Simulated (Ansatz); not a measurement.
Trial structure of Mg5CdO6, not yet relaxed:

```xyz
12
Lattice="3.3768 0.0000 0.0000 0.0000 3.3768 0.0000 0.0000 0.0000 14.3267" Properties=species:S:1:pos:R:3 pbc="T T T"
Mg    0.0000    0.0000   11.9389
Mg    0.0000    0.0000    2.3878
Mg    1.6884    1.6884    4.7756
Mg    0.0000    0.0000    7.1633
Mg    1.6884    1.6884    9.5511
Cd    1.6884    1.6884    0.0000
O     0.0000    0.0000    0.0000
O     1.6884    1.6884    2.3878
O     0.0000    0.0000    4.7756
O     1.6884    1.6884    7.1633
O     0.0000    0.0000    9.5511
O     1.6884    1.6884   11.9389
```

Method: DFT PBE, scalar-relativistic, plane waves, PAW in Ansatz 0.2.0. Cutoff 420 eV; k points 6×6×2 on the computed 12-atom cell (Γ-centred); Gaussian smearing, width 0.10 eV; no spin polarisation.

Energies over the elements count from the elements' standard structures at the same level (O₂ as a molecule), with no fitted energy shifts.

Task: What does a single point on this coarse mesh give?

Result: The pressure is -21.4 GPa (the mean over three directions, positive in compression), the largest force is 0.85 eV/Å, and the energy is −2.05 eV/atom against the elements. The shortest distance is 2.39 Å.

Task: Is it a good guess?

Result: A rough one: relaxing gains about 0.29 eV/atom in 11 ionic steps and ends at −2.339 eV/atom on the finer mesh. The symmetry stays P4/mmm (No. 123). The volume per atom shrinks by 23.0 %, from 13.6 to 10.5 Å³. The shortest distance goes from 2.39 Å (Cd–O and Mg–O) to 2.08 Å (Mg–O). Conventional cell: a = 3.097 Å, c = 13.121 Å. Around Mg on a site of symmetry 4mm lie 5 O at 2.11–2.19 Å and 1 O at 2.36 Å; Cd has 4 O at 2.19 Å and 2 O at 2.40 Å; O on a site of symmetry 4/mmm is surrounded by 4 Cd at 2.19 Å and 2 Mg at 2.36 Å; 5 more sites not described.

The last run used a 10×10×2 mesh (in the run's order of axes) for its 12-atom cell and Gaussian smearing of 0.02 eV. The relaxation can't lower the symmetry of the start, and the grade says only how near the guess is to its own end. A structure relaxed within its symmetry needn't be a true minimum.
